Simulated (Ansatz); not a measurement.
ZnF2:
```yaml
crystal:
  lattice:
    - [4.80081, 0.00000, 0.00000]
    - [0.00000, 4.80081, 0.00000]
    - [0.00000, 0.00000, 3.17521]
  atoms:
    - { symbol: Zn, position: [0.00000, 0.00000, 0.00000] }
    - { symbol: Zn, position: [0.50000, 0.50000, 0.50000] }
    - { symbol: F, position: [0.30437, 0.30437, 0.00000] }
    - { symbol: F, position: [0.19563, 0.80437, 0.50000] }
    - { symbol: F, position: [0.69563, 0.69563, 0.00000] }
    - { symbol: F, position: [0.80437, 0.19563, 0.50000] }
```

Relaxed with PBE.

Q: Map the valence electron density (e/Å³), cut off at 5 on the plane through (0.000, 0.000, 0.000) spanned by u = [0, 0, 1] and v = [1, 1, 0] in lattice vectors, from PBE (plane waves, PAW; program Ansatz).

A: x is the fraction of u, y of v (the angle between them is 90°; rows are the nearest grid lines); atoms in the plane: Zn at (0.00, 0.00), Zn at (0.50, 0.50), F at (0.00, 0.30), F at (0.00, 0.70).
```
y \ x   0.000  0.0625  0.188  0.250  0.375  0.438  0.562  0.625  0.750  0.812  0.938   1.00
------  -----  ------  -----  -----  -----  -----  -----  -----  -----  -----  -----  -----
1.00     5.00    5.00   2.04  0.661  0.168  0.137  0.137  0.168  0.661   2.04   5.00   5.00
0.912    2.01    1.62  0.506  0.248  0.094  0.079  0.079  0.094  0.248  0.506   1.62   2.01
0.853   0.410   0.372  0.188  0.117  0.050  0.040  0.040  0.050  0.117  0.188  0.372  0.410
0.765    4.24    3.41  0.823  0.345  0.070  0.040  0.040  0.070  0.345  0.823   3.41   4.24
0.706    5.00    5.00   2.02  0.692  0.127  0.078  0.078  0.127  0.692   2.02   5.00   5.00
0.618    3.00    2.47  0.792  0.454  0.446  0.576  0.576  0.446  0.454  0.792   2.47   3.00
0.529   0.177   0.178  0.282  0.601   5.00   5.00   5.00   5.00  0.601  0.282  0.178  0.177
0.471   0.177   0.178  0.282  0.601   5.00   5.00   5.00   5.00  0.601  0.282  0.178  0.177
0.382    3.00    2.47  0.792  0.454  0.446  0.576  0.576  0.446  0.454  0.792   2.47   3.00
0.294    5.00    5.00   2.02  0.692  0.127  0.078  0.078  0.127  0.692   2.02   5.00   5.00
0.235    4.24    3.41  0.823  0.345  0.070  0.040  0.040  0.070  0.345  0.823   3.41   4.24
0.147   0.410   0.372  0.188  0.117  0.050  0.040  0.040  0.050  0.117  0.188  0.372  0.410
0.0882   2.01    1.62  0.506  0.248  0.094  0.079  0.079  0.094  0.248  0.506   1.62   2.01
0.000    5.00    5.00   2.04  0.661  0.168  0.137  0.137  0.168  0.661   2.04   5.00   5.00
```

The density is the valence pseudo-density with augmentation charge, so density and ELF within about 1 Å of a nucleus are not all-electron values.

Space group P4_2/mnm (rutile). Symmetry was held in the PBE relaxation.

Potentials: the later of the program's two PAW sets.
